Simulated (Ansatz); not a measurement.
WC in space group P2_13 (No. 198; W on 4a, C on 4a), the program Ansatz at the PBE level (PAW), all energies at zero smearing, with the estimated change up to a 700 eV cutoff added, with one set of potentials and settings (totals compare only within such a set). Cell of 8 atoms (4 W, 4 C): -42536.761 eV.

```csv
element,reference phase,E (eV/atom)
W,"Im-3m, 1 atoms in the cell",-10384.8193
C,"P6_3/mmc, 4 atoms in the cell",-250.9479
```

Formation energy per atom, worked out: (-42536.761 − 4×(-10384.8193) − 4×(-250.9479))/8 = 0.788 eV/atom (76 kJ per mol of atoms), at 0 K, without zero-point energy or fitted corrections.

A made-up cell: these elements were put on the sites of a structure type; neither database checked (COD, Materials Project) lists it. It is not the phase usual at ambient conditions (space group No. 187). The PBE relaxation kept the symmetry of its start; whether a distortion lowers the energy is not shown. No spin polarisation was allowed. The references are the lowest solids computed at this level, not always the standard phases. Scalar-relativistic: spin–orbit coupling is off unless named, which matters more the heavier the elements.

Potentials: the later of the program's two PAW sets.
